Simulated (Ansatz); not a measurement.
Band table of SbOs (CsCl type)

```
Os Sb
1.0
     2.52273    0.00000    0.00000
     0.00000    2.52273    0.00000
     0.00000    0.00000    2.52273
Os Sb
1 1
Direct
  0.00000 0.00000 0.00000
  0.50000 0.50000 0.50000
```

The cell comes from a relaxation on PAW files under the same functional, begun from a prototype that needn't be the stable phase.

Level of theory: DFT with PBE, scalar-relativistic, in Ansatz 0.2.0; a Γ-centred 12×12×12 k mesh, Fermi–Dirac smearing of 0.05 eV, no spin polarisation. LAPW: all electrons, basis error target 1 meV/atom.

This run: volume at 0.45 of the series' base cell.

Spin–orbit coupling is left out, which matters for the heavy atoms. The structure type is held throughout; the real material can change phase at far lower pressure.

Path points, in fractions of the reciprocal vectors: Γ (0.000, 0.000, 0.000), X (0.000, 0.500, 0.000), M (0.500, 0.500, 0.000), R (0.500, 0.500, 0.500). The distance column jumps between branches of the path. Levels in eV from the Fermi level; bands 35 to 46, counted from the lowest band of the run. The gap is zero, the pressure 960.4 GPa.

```
# k(1/Å) point b35 b36 b37 b38 b39 b40 b41 b42 b43 b44 b45 b46
0.000 Γ -25.40 -12.81 -12.81 -3.54 -3.54 -3.54 0.16 0.16 0.16 9.13 9.13 9.13
0.156 - -25.24 -12.84 -12.75 -4.28 -4.28 -3.58 -0.21 0.98 0.98 8.58 9.41 9.41
0.311 - -24.77 -12.90 -12.58 -5.66 -5.66 -3.71 -1.11 2.56 2.56 7.50 10.25 10.25
0.467 - -24.03 -12.99 -12.48 -7.04 -7.04 -3.88 -2.06 4.28 4.28 6.41 11.62 11.62
0.623 - -23.07 -13.10 -12.67 -8.27 -8.27 -4.09 -2.56 5.47 6.00 6.00 11.61 13.42
0.778 - -21.95 -13.36 -13.21 -9.27 -9.27 -4.29 -2.31 4.72 7.71 7.71 10.89 15.46
0.934 - -20.72 -14.47 -13.31 -10.02 -10.02 -4.46 -1.41 4.18 9.38 9.38 10.31 13.77
1.090 - -19.48 -15.74 -13.37 -10.47 -10.47 -4.57 -0.30 3.86 9.95 10.86 10.86 11.45
1.245 X -18.74 -16.50 -13.39 -10.62 -10.62 -4.61 0.25 3.75 9.85 10.49 11.56 11.56
1.401 - -18.53 -16.68 -13.24 -10.52 -10.50 -4.70 0.26 3.82 8.52 10.44 11.83 12.90
1.557 - -17.93 -17.14 -12.78 -10.28 -10.14 -4.97 0.29 4.00 6.75 10.27 12.60 14.45
1.712 - -17.73 -17.02 -12.06 -10.06 -9.58 -5.33 0.24 4.30 5.25 9.97 12.63 13.75
1.868 - -18.30 -15.88 -11.18 -9.99 -8.87 -5.72 0.01 4.26 4.69 9.55 10.80 15.11
2.024 - -18.79 -14.62 -10.34 -10.07 -8.08 -6.07 -0.36 3.92 5.15 9.05 9.12 13.36
2.179 - -19.14 -13.33 -10.23 -9.87 -7.34 -6.35 -0.50 4.12 5.62 7.73 8.55 10.75
2.335 - -19.35 -12.10 -10.38 -10.02 -6.79 -6.52 -0.27 4.81 6.02 6.79 8.12 8.22
2.491 M -19.42 -11.34 -10.44 -10.44 -6.58 -6.58 -0.07 6.12 6.20 6.20 6.45 7.93
2.711 - -19.30 -12.54 -10.47 -9.75 -6.92 -6.51 -0.46 4.14 6.92 7.09 7.47 9.35
2.931 - -19.12 -13.94 -10.62 -9.62 -7.65 -6.31 -1.08 3.33 7.11 8.36 8.51 12.57
3.151 - -19.62 -14.33 -10.96 -10.16 -8.23 -5.97 -1.31 3.41 6.75 9.33 9.40 15.73
3.371 - -21.04 -13.49 -11.45 -10.58 -8.30 -5.49 -1.06 3.45 6.79 8.60 9.30 16.24
3.591 - -22.71 -12.81 -11.99 -9.71 -7.70 -4.90 -0.56 2.99 6.61 7.29 8.91 13.46
3.811 - -24.14 -12.77 -12.43 -7.46 -6.44 -4.27 -0.12 2.15 4.13 7.97 8.77 11.20
4.032 - -25.08 -12.81 -12.72 -4.95 -4.72 -3.75 0.11 1.01 1.62 8.70 8.97 9.68
4.252 Γ -25.40 -12.81 -12.81 -3.54 -3.54 -3.54 0.16 0.16 0.16 9.13 9.13 9.13
4.521 - -24.91 -12.73 -12.73 -5.63 -4.49 -4.49 0.93 0.93 1.78 8.93 8.93 9.39
4.791 - -23.54 -12.42 -12.42 -8.33 -6.40 -6.40 2.41 2.41 3.34 8.77 8.77 10.15
5.061 - -21.66 -11.96 -11.96 -9.76 -8.28 -8.28 3.88 3.88 3.99 9.15 9.15 11.42
5.330 - -19.99 -12.51 -12.51 -9.21 -8.55 -8.55 3.76 4.94 4.94 9.92 10.08 10.08
5.600 - -18.91 -14.23 -14.23 -6.84 -6.84 -6.80 1.31 5.65 5.65 7.85 10.42 10.42
5.869 - -18.19 -15.89 -15.89 -4.33 -4.33 -3.89 -1.91 5.78 5.78 8.02 9.60 9.60
6.139 - -17.66 -17.04 -17.04 -5.66 -1.56 -1.56 0.57 4.42 4.42 8.40 9.29 9.29
6.409 R -17.45 -17.45 -17.45 -6.71 0.44 0.44 2.75 2.75 2.75 7.88 9.39 9.39
6.629 - -17.61 -17.20 -17.13 -6.00 -1.48 -0.72 2.12 2.42 4.75 8.38 9.15 9.90
6.849 - -17.94 -16.48 -16.31 -4.10 -4.07 -3.17 0.64 2.13 7.56 7.70 8.44 10.92
7.069 - -18.19 -15.41 -15.37 -6.60 -5.47 -2.04 -0.49 1.80 6.75 7.36 10.24 11.67
7.289 - -18.22 -15.08 -14.13 -8.84 -6.66 -3.78 1.33 2.49 6.02 6.16 11.75 12.16
7.509 - -17.96 -15.91 -12.83 -10.73 -6.39 -6.04 0.82 5.09 5.80 6.21 11.60 12.48
7.730 - -17.45 -17.24 -12.17 -11.68 -8.20 -5.48 0.46 4.31 6.37 9.41 12.06 12.22
7.950 - -18.33 -16.83 -13.08 -10.90 -9.91 -4.81 0.29 3.88 7.96 10.36 11.69 13.87
8.170 X -18.74 -16.50 -13.39 -10.62 -10.62 -4.61 0.25 3.75 9.85 10.49 11.56 11.56
9.931 R -17.45 -17.45 -17.45 -6.71 0.44 0.44 2.75 2.75 2.75 7.88 9.39 9.39
10.087 - -17.57 -17.29 -17.29 -6.35 -1.09 0.42 2.42 2.42 3.74 8.57 9.45 9.45
10.242 - -17.88 -16.81 -16.81 -5.33 -3.41 0.36 1.54 1.54 4.63 9.44 9.44 9.74
10.398 - -18.27 -16.04 -16.04 -5.65 -3.79 0.28 0.30 0.30 5.11 9.09 9.09 10.10
10.554 - -18.65 -15.01 -15.01 -7.61 -1.88 -1.15 -1.15 0.18 5.44 8.39 8.39 10.46
10.709 - -18.98 -13.78 -13.78 -9.20 -2.74 -2.74 0.08 0.28 5.71 7.56 7.56 10.61
10.865 - -19.22 -12.42 -12.42 -10.38 -4.37 -4.37 0.00 2.58 5.93 6.84 6.84 10.25
11.021 - -19.37 -11.12 -11.12 -11.10 -5.84 -5.84 -0.05 4.85 6.07 6.37 6.37 9.15
11.176 M -19.42 -11.34 -10.44 -10.44 -6.58 -6.58 -0.07 6.12 6.20 6.20 6.45 7.93
```
